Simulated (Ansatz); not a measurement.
Phonons of HfO₂ (baddeleyite type, space group P2_1/c) at Γ.

HfO$_{2}$ (baddeleyite type, space group P2_1/c)

```xyz
12
Lattice="5.1617 0.0000 0.0000 0.0000 5.2125 0.0000 -0.8978 0.0000 5.2770" Properties=species:S:1:pos:R:3 pbc="T T T"
Hf     1.2362     0.2237     1.0996
Hf     3.4766     2.8299     1.5389
Hf     3.0277     4.9889     4.1774
Hf     0.7872     2.3826     3.7381
O      0.0338     1.7131     1.8388
O      4.6790     4.3194     0.7997
O      4.2301     3.4994     3.4382
O     -0.4151     0.8931     4.4773
O      1.8905     3.9470     2.5153
O      2.8223     1.3408     0.1232
O      2.3733     1.2655     2.7617
O      1.4416     3.8718     5.1538
```

Computed with PBE (plane waves to 420 eV, PAW, scalar-relativistic; Ansatz, a quantum-chemistry and plane-wave program). DFPT wavenumbers on a 6×6×6 k mesh, in cm⁻¹; i marks imaginary ones, q is in fractions of the reciprocal vectors of the cell shown, and the three acoustic modes at Γ are left out. The non-analytic (LO-TO) term is not included, so polar modes at Γ have their transverse values. HfO2 is run without spin polarisation. HfO2 was relaxed with its symmetry unable to fall. Spin-orbit coupling is left out, though Hf is heavy. The PAW data are Ansatz's earlier set.

```csv
q,wavenumbers (cm⁻¹)
Γ,"107, 121, 122, 122, 141, 157, 172, 211, 232, 234, 243, 246, 297, 298, 314, 317, 322, 358, 359, 374, 389, 473, 483, 484, 492, 522, 542, 570, 598, 624, 633, 700, 740"
```

The structure shows no imaginary mode at these points (lowest 107 cm⁻¹ at Γ); other wave vectors were not tested.

Highest mode: 740 cm⁻¹ at Γ.
